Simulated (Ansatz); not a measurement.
Given:

AlV$_{2}$C:
```cif
data_C2Al2V4
_chemical_formula_sum 'Al2 V4 C2'
_space_group_name_H-M_alt 'P 1'
_space_group_IT_number 1
_cell_length_a 2.87878
_cell_length_b 2.87878
_cell_length_c 13.02100
_cell_angle_alpha 90.000
_cell_angle_beta 90.000
_cell_angle_gamma 120.000
loop_
_space_group_symop_operation_xyz
  'x, y, z'
loop_
_atom_site_label
_atom_site_type_symbol
_atom_site_fract_x
_atom_site_fract_y
_atom_site_fract_z
_atom_site_occupancy
Al1 Al 0.33333 0.66667 0.75000 1
Al2 Al 0.66667 0.33333 0.25000 1
V1 V 0.33333 0.66667 0.08511 1
V2 V 0.66667 0.33333 0.58511 1
V3 V 0.66667 0.33333 0.91489 1
V4 V 0.33333 0.66667 0.41489 1
C1 C 0.00000 0.00000 0.00000 1
C2 C 0.00000 0.00000 0.50000 1
```

This is the PBEsol-relaxed structure.

All from the program Ansatz at the PBEsol level (PAW), unless another level is named. Give the electronic character.

metallic (no gap).

Predict the density of states at the Fermi level.

0.61 states/eV per atom (mean over ±0.08 eV).

And the formation energy from the elements (no fitted shifts)?

-0.57 eV/atom.

Space group P6_3/mmc. The PBEsol relaxation kept the symmetry of its start. The workflow began spin-polarised and lost its moments. The references are the lowest solids computed at this level, not always the standard phases.

Potentials: the later of the program's two PAW sets.
